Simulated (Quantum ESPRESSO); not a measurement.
## Kohn-Sham bands of Bi2Se3 (R-3m)

```
CELL_PARAMETERS angstrom
     -2.09569     3.62983     0.00000
     -4.19137     0.00000     0.00000
     -2.09569     1.20994     9.97623
ATOMIC_POSITIONS crystal
  Bi 0.60156 0.60156 0.19532
  Bi 0.39844 0.39844 0.80468
  Se 0.00000 0.00000 0.00000
  Se 0.78428 0.78428 0.64715
  Se 0.21572 0.21572 0.35285
```

Materials Project entry mp-541837; symmetrised, unrelaxed at this level. COD (Crystallography Open Database) has the formula in 2 space groups, this one among them (matched by group alone). Computed values, not measurements, from PBEsol: Quantum ESPRESSO (norm-conserving PseudoDojo potentials, cutoff 69 Ry, no spin polarisation, no spin-orbit coupling) on a Γ-centred 6×6×6 mesh, then Wannier90. Density: 8×8×8 mesh, Gaussian smearing 0.01 Ry. Spin-orbit coupling is left out although heavy elements are present.

Energies are relative to the valence-band maximum; weights are on the orthonormalised atomic waves of the pseudopotential files, averaged over the group. 78 electrons a cell are treated as valence.

| bands | from (eV) | to (eV) | filling | weight on atomic waves |
|---|---|---|---|---|
| 1–15 | -47.18 | -47.04 | filled | ___ |
| 16–25 | -22.80 | -22.75 | filled | ___ |
| 26–28 | -13.94 | -11.91 | filled | ___ |
| 29–30 | -10.60 | -8.34 | filled | ___ |
| 31–39 | -4.93 | 0.00 | filled | ___ |

Question: Which atomic shells make up each group?

Answer: 
- 1–15, weight on atomic waves: Se 3d 100 %
- 16–25, weight on atomic waves: Bi 5d 100 %
- 26–28, weight on atomic waves: Se 4s 74 %, Bi 6s 14 %, Bi 6p 9 %
- 29–30, weight on atomic waves: Bi 6s 66 %, Se 4s 23 %, Se 4p 10 %
- 31–39, weight on atomic waves: Se 4p 71 %, Bi 6p 23 %

The Kohn-Sham gap over both meshes and the path is 0.35 eV.
